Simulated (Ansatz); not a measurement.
Question: Bulk modulus by a P(V) fit from LDA minus that from PBE (% of the latter), each on its own relaxed cell (Ansatz, an electronic-structure program, plane waves, PAW; no spin–orbit coupling, no Hubbard U), over 29 phases of the class «phosphides, arsenides and antimonides»: what sign and size do you expect?

Answer: Mean 19 %, median 19 %, mean absolute 19 %; eight in ten lie between 12 and 25 %, and 100 % are above zero.

Some cases that may be named, with their rank among the 29 from the lowest: AlP, zinc blende 9 % (rank 2); NbP, I4_1md (Nb on 4a, P on 4a) 12 % (rank 3); TaAs, I4_1md (Ta on 4a, As on 4a) 14 % (rank 7); InAs, zinc blende 24 % (rank 25).

The phases are those computed here (of each formula those with measured values and the lowest at some level), not a balanced benchmark, and neither functional is the truth. Pairs that end in unlike spin orders or unlike minima (c/a over 6 % apart, 30 % for weakly bound crystals), magnets with 4f shells, solids of gases and phases set aside for tests are left out.

All cells were relaxed under the symmetry of their starts (and spin orders); stability against distortions was not tested throughout. Named crystals with no word on spin ran without spin polarisation. Spin–orbit coupling is left out wherever it is not named.

Potentials: the later of the program's two PAW sets.

Ansatz is a plane-wave DFT program.
